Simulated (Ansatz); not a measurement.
Relaxed-ion elastic tensor of CoPtO$_{2}$ in space group R-3m (No. 166; Co on 3b, Pt on 3a, O on 6c) in GPa (Voigt order), plane-wave PAW PBE (Ansatz code); density 11.29 g/cm³, 10.52 Å³ per atom.

```
 341   144   149  -7.2   0.0   0.0
 144   341   149   7.2   0.0   0.0
 149   149   593   0.0   0.0   0.0
-7.2   7.2   0.0  79.5   0.0   0.0
 0.0   0.0   0.0   0.0  79.5  -7.2
 0.0   0.0   0.0   0.0  -7.2  98.4
```

Q: Is the crystal mechanically stable?

A: Yes: the smallest eigenvalue of C is 77.1 GPa.

Q: Work out the Voigt, Reuss and Hill averages.

A: K_V = 240, K_R = 226, K_H = 233; G_V = 107, G_R = 96.7, G_H = 102 GPa.

Q: Give Young's modulus, Poisson's ratio, Pugh's ratio and the universal anisotropy index.

A: E = 9KG/(3K + G) = 267 GPa; ν = 0.31; K/G = 2.29 (ductile by the Pugh limit of 1.75); A_U = 5G_V/G_R + K_V/K_R − 6 = 0.59.

Q: Estimate the sound speeds and the Debye temperature.

A: v_l = √((K + 4G/3)/ρ) = 5720 m/s, v_t = √(G/ρ) = 3000 m/s, mean 3360 m/s; Θ = (h/k)(3n/4πV)^(1/3) v_m = 456 K.

Q: Solve the Christoffel equation for the three sound speeds along x, y, z.

A: Eigenvalues of C_ijkl n_j n_l equal ρv². In km/s, slowest first: x 2.61, 2.99, 5.50; y 2.65, 2.95, 5.50; z 2.65, 2.65, 7.25.

Q: How much does each axis shrink under pressure?

A: Linear compressibilities β_i = Σ_j S_ij (j = 1 to 3): x 1.8, y 1.8, z 0.77 per TPa.

The cell was relaxed with PBE under the symmetry of its start; of distortions, only those at the zone centre were tested. The run is not spin-polarised. No Hubbard U is applied. As this level gives no gap, shear constants depend on the k-mesh and smearing (Fermi–Dirac, 0.1 eV here). Spin–orbit coupling is left out wherever it is not named.

Potentials: the later of the program's two PAW sets.
